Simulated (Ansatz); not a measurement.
Starting structure of a cell relaxation (symmetry kept):

```cif
data_structure
_symmetry_space_group_name_H-M 'Pm-3m'
_symmetry_Int_Tables_number 221
_cell_length_a 3.5761
_cell_length_b 3.5761
_cell_length_c 3.5761
_cell_angle_alpha 90.000
_cell_angle_beta 90.000
_cell_angle_gamma 90.000
_cell_volume 45.73
loop_
_atom_site_label
_atom_site_type_symbol
_atom_site_symmetry_multiplicity
_atom_site_Wyckoff_symbol
_atom_site_fract_x
_atom_site_fract_y
_atom_site_fract_z
_atom_site_occupancy
Al1 Al 1 a 0.00000 0.00000 0.00000 1
Co1 Co 3 c 0.50000 0.50000 0.00000 1
```

The calculation used DFT PBEsol, scalar-relativistic, plane waves, PAW in Ansatz 0.2.0.

Plane waves to 420 eV, a k mesh through Γ of 12×12×12 on the computed 4-atom cell and Gaussian smearing (0.10 eV); collinear spin from starting moments 0 1.49 1.49 1.49 μB.

Task: What does it relax to?

Result: The volume decreases by 0.44 Å³/atom to 10.99 Å³/atom, and the energy falls by 10.8 meV/atom. The cell ends with a moment of 3.81 μB (only this magnetic start was tried). Final structure:
```cif
data_structure
_symmetry_space_group_name_H-M 'Pm-3m'
_symmetry_Int_Tables_number 221
_cell_length_a 3.5293
_cell_length_b 3.5293
_cell_length_c 3.5293
_cell_angle_alpha 90.000
_cell_angle_beta 90.000
_cell_angle_gamma 90.000
_cell_volume 43.96
loop_
_atom_site_label
_atom_site_type_symbol
_atom_site_symmetry_multiplicity
_atom_site_Wyckoff_symbol
_atom_site_fract_x
_atom_site_fract_y
_atom_site_fract_z
_atom_site_occupancy
Al1 Al 1 a 0.00000 0.00000 0.00000 1
Co1 Co 3 c 0.50000 0.50000 0.00000 1
```